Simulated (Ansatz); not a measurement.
Au (fcc, Cu type)

```
CELL_PARAMETERS angstrom
      0.00000     2.07863     2.07863
      2.07863     0.00000     2.07863
      2.07863     2.07863     0.00000
ATOMIC_POSITIONS crystal
  Au 0.00000 0.00000 0.00000
```

The volume is varied about the relaxed value V₀ at fixed cell shape. Symmetry pins the atoms to their sites.

Method: PBE (plane waves to 420 eV, PAW, scalar-relativistic; Ansatz, an electronic-structure program). k mesh 19×19×19 (Γ-centred), Fermi-Dirac smearing 0.05 eV. The energy includes the smearing's −TS. Au was relaxed with its symmetry unable to fall. Spin-orbit coupling is left out, though Au is heavy. The PAW data are Ansatz's earlier set. The zero of ΔE is the relaxed starting cell.

```tsv
V (Å³/cell)	ΔE (meV/atom)
16.17	99
16.62	[?]
17.06	22
17.51	5
17.96	0
18.41	5
18.86	[?]
19.31	37
19.76	62
```

**Question.** Complete the blanks.

**Answer.** 
- 16.62, ΔE (meV/atom): 52
- 18.86, ΔE (meV/atom): 17

(A scan under strain: stresses follow from slopes of the energy per volume, elastic moduli from its curvatures.)
